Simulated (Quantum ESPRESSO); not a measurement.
# Si3O4FN: input and log of a self-consistent run

A calculation, not a measurement. The program is pw.x of Quantum ESPRESSO 7.5 (plane-wave density functional theory). The cell is made up: 9 atoms on a quartz lattice, with randomly drawn elements, strain and displacements, not relaxed. PseudoDojo standard norm-conserving files (v0.5 for PBE, v0.4.1 for LDA and PBEsol) set the functional; there is no spin polarisation, spin-orbit coupling or dispersion term, and the masses in the input are unused placeholders.

Input:

```
&control calculation='scf', pseudo_dir='./dojo.nc.sr.pbe.v0_5.standard.upf', outdir='./o', disk_io='medium', tprnfor=.true., tstress=.true. /
&system ibrav=0, nat=9, ntyp=4, nbnd=30, ecutwfc=84.00895049, nosym=.true., tot_charge=0,
 occupations='smearing', smearing='fd', degauss=0.0018374661
/
&electrons conv_thr=7.350e-09, electron_maxstep=60, /
ATOMIC_SPECIES
F 1.0 F.upf
N 1.0 N.upf
O 1.0 O.upf
Si 1.0 Si.upf
CELL_PARAMETERS angstrom
5.2181 -0.0108 -0.0383
-2.6184 4.4723 0.0279
-0.042 0.0111 5.6582
ATOMIC_POSITIONS angstrom
Si 2.4038 0.0141 3.7808
Si -1.2301 2.0799 1.933
Si 1.3676 2.3653 -0.0007
O 1.452 1.1825 4.4202
O 3.4369 0.65 2.5307
O 2.9151 2.6129 0.6483
F 0.2981 1.8695 1.2035
N -1.1758 3.3641 3.0833
O 0.818 3.8003 4.9855
K_POINTS automatic
5 5 4 1 1 1
```

The log is shortened where brackets say so; the opening notice, blank lines, dates and the lines on written files are dropped, and the path of the files is cut. It prints rydbergs, bohrs and kilobars, and counts compression as positive stress. With no partly filled state, the Fermi energy that it prints is only some level between the filled and the empty states on the mesh, and need not lie in the true gap.

```
     Program PWSCF v.7.5
     Parallel version (MPI & OpenMP), running on       1 processor cores
     Number of MPI processes:                 1
     Threads/MPI process:                     1
     [start-up lines left out]
     bravais-lattice index     =            0
     lattice parameter (alat)  =       9.8611  a.u.
     unit-cell volume          =     889.9515 (a.u.)^3
     number of atoms/cell      =            9
     number of atomic types    =            4
     number of electrons       =        48.00
     number of Kohn-Sham states=           30
     kinetic-energy cutoff     =      84.0090  Ry
     charge density cutoff     =     336.0358  Ry
     scf convergence threshold =      7.3E-09
     mixing beta               =       0.7000
     number of iterations used =            8  plain     mixing
     Exchange-correlation= PBE
                           (   1   4   3   4   0   0   0)
     [axes and pseudopotential details left out]
   Cartesian axes
     site n.     atom                  positions (alat units)
         1        Si     tau(   1) = (   0.4606524   0.0027021   0.7245338  )
         2        Si     tau(   2) = (  -0.2357303   0.3985818   0.3704306  )
         3        Si     tau(   3) = (   0.2620801   0.4532744  -0.0001341  )
         4        O      tau(   4) = (   0.2782541   0.2266085   0.8470653  )
         5        O      tau(   5) = (   0.6586305   0.1245628   0.4849709  )
         6        O      tau(   6) = (   0.5586354   0.5007233   0.1242370  )
         7        F      tau(   7) = (   0.0571264   0.3582618   0.2306328  )
         8        N      tau(   8) = (  -0.2253245   0.6446795   0.5908684  )
         9        O      tau(   9) = (   0.1567575   0.7282707   0.9553966  )
     number of k points=    50  Fermi-Dirac smearing, width (Ry)=  0.0018
                       cart. coord. in units 2pi/alat
        k(    1) = (   0.1012147   0.1752159   0.1156883), wk =   0.0400000
        k(    2) = (   0.1029061   0.1747678   0.3462632), wk =   0.0400000
     [further k points left out]
     Dense  grid:    92625 G-vectors     FFT dimensions: (  60,  60,  64)
     Estimated max dynamical RAM per process >     117.83 MB
     Initial potential from superposition of free atoms
     starting charge      47.9981, renormalised to      48.0000
     Starting wfcs are   36 randomized atomic wfcs
     total cpu time spent up to now is       16.7 secs
     per-process dynamical memory:    90.3 Mb
     Self-consistent Calculation
     iteration #  1     ecut=    84.01 Ry     beta= 0.70
     Davidson diagonalization with overlap
     ethr =  1.00E-02,  avg # of iterations =  3.0
     total cpu time spent up to now is       58.5 secs
     total energy              =    -227.12659922 Ry
     estimated scf accuracy    <       2.66937372 Ry
     iteration #  2     ecut=    84.01 Ry     beta= 0.70
     Davidson diagonalization with overlap
     ethr =  5.56E-03,  avg # of iterations =  3.0
     total cpu time spent up to now is      102.2 secs
     total energy              =    -227.45781580 Ry
     estimated scf accuracy    <       3.64883200 Ry
     iteration #  3     ecut=    84.01 Ry     beta= 0.70
     Davidson diagonalization with overlap
     ethr =  5.56E-03,  avg # of iterations =  2.8
     total cpu time spent up to now is      135.6 secs
     total energy              =    -228.26635158 Ry
     estimated scf accuracy    <       0.29120296 Ry
     iteration #  4     ecut=    84.01 Ry     beta= 0.70
     Davidson diagonalization with overlap
     ethr =  6.07E-04,  avg # of iterations =  2.0
     total cpu time spent up to now is      164.7 secs
     total energy              =    -228.28651826 Ry
     estimated scf accuracy    <       0.04712797 Ry
     iteration #  5     ecut=    84.01 Ry     beta= 0.70
     Davidson diagonalization with overlap
     c_bands:  1 eigenvalues not converged
     ethr =  9.82E-05,  avg # of iterations =  8.7
     total cpu time spent up to now is      199.6 secs
     total energy              =    -228.29749548 Ry
     estimated scf accuracy    <       0.00366621 Ry
     [iterations 6 to 7 left out]
     iteration #  8     ecut=    84.01 Ry     beta= 0.70
     Davidson diagonalization with overlap
     ethr =  1.94E-07,  avg # of iterations =  2.1
     total cpu time spent up to now is      282.8 secs
     total energy              =    -228.29810105 Ry
     estimated scf accuracy    <       0.00001785 Ry
     iteration #  9     ecut=    84.01 Ry     beta= 0.70
     Davidson diagonalization with overlap
     ethr =  3.72E-08,  avg # of iterations =  3.0
     total cpu time spent up to now is      313.6 secs
     total energy              =    -228.29810621 Ry
     estimated scf accuracy    <       0.00000441 Ry
     iteration # 10     ecut=    84.01 Ry     beta= 0.70
     Davidson diagonalization with overlap
     ethr =  9.18E-09,  avg # of iterations =  2.0
     total cpu time spent up to now is      340.5 secs
     total energy              =    -228.29810682 Ry
     estimated scf accuracy    <       0.00000045 Ry
     iteration # 11     ecut=    84.01 Ry     beta= 0.70
     Davidson diagonalization with overlap
     ethr =  9.41E-10,  avg # of iterations =  2.0
     total cpu time spent up to now is      361.7 secs
     total energy              =    -228.29810687 Ry
     estimated scf accuracy    <       0.00000004 Ry
     iteration # 12     ecut=    84.01 Ry     beta= 0.70
     Davidson diagonalization with overlap
     ethr =  8.62E-11,  avg # of iterations =  2.2
     total cpu time spent up to now is      383.4 secs
     End of self-consistent calculation
          k = 0.1012 0.1752 0.1157 ( 11573 PWs)   bands (ev):
   -25.3176 -16.8778 -15.9925 -15.7540 -15.4579 -10.0725  -9.2339  -6.4595
    -5.9406  -5.7374  -4.6404  -3.7146  -3.1727  -1.6801  -1.1591  -0.7033
    -0.5251  -0.2281   0.2296   0.4698   0.6514   0.9378   3.0814   3.6567
     5.6760   9.0321   9.1976   9.9091  10.1758  10.6235
     [levels at the other k points left out]
     the Fermi energy is     4.8168 ev
!    total energy              =    -228.29810688 Ry
     estimated scf accuracy    <          3.6E-09 Ry
     smearing contrib. (-TS)   =      -0.00000000 Ry
     internal energy E=F+TS    =    -228.29810688 Ry
     The total energy is F=E-TS. E is the sum of the following terms:
     one-electron contribution =    -118.53974860 Ry
     hartree contribution      =      82.84086986 Ry
     xc contribution           =     -60.31613310 Ry
     ewald contribution        =    -132.28309503 Ry
     convergence has been achieved in  12 iterations
     Forces acting on atoms (cartesian axes, Ry/au):
     atom    1 type  4   force =     0.02881237   -0.05193707   -0.06788106
     atom    2 type  4   force =    -0.17385519    0.12914511    0.16667406
     atom    3 type  4   force =     0.15241733    0.03553662   -0.16133084
     atom    4 type  3   force =    -0.01729747    0.07926757    0.10586437
     atom    5 type  3   force =     0.01261577    0.02259212    0.00397523
     atom    6 type  3   force =    -0.04065563   -0.05531962    0.00985092
     atom    7 type  1   force =     0.02899128   -0.03380857   -0.02515902
     atom    8 type  2   force =     0.01200636   -0.08887707   -0.07453083
     atom    9 type  3   force =    -0.00303481   -0.03659910    0.04253717
     Total force =     0.419523     Total SCF correction =     0.000076
     Computing stress (Cartesian axis) and pressure
          total   stress  (Ry/bohr**3)                   (kbar)     P=     -104.95
  -0.00047378   0.00011534  -0.00020627          -69.70       16.97      -30.34
   0.00011534  -0.00084767  -0.00001197           16.97     -124.70       -1.76
  -0.00020627  -0.00001197  -0.00081888          -30.34       -1.76     -120.46
     init_run     :     15.15s CPU     16.60s WALL (       1 calls)
     electrons    :    342.35s CPU    366.73s WALL (       1 calls)
     forces       :      5.33s CPU      5.41s WALL (       1 calls)
     stress       :     15.87s CPU     15.93s WALL (       1 calls)
     [timing details left out]
     PWSCF        :   6m18.87s CPU   6m45.00s WALL
     JOB DONE.
```

In other units: free energy -3106.154 eV for the cell, pressure -10.50 GPa, largest force component 4.470 eV/Å. A rerun of this cell at a cutoff of 1437 eV and k mesh 7 x 7 x 6 moved values by no more than 0.002 eV in energy, 0.02 GPa in stress and 0.002 eV/Å in force.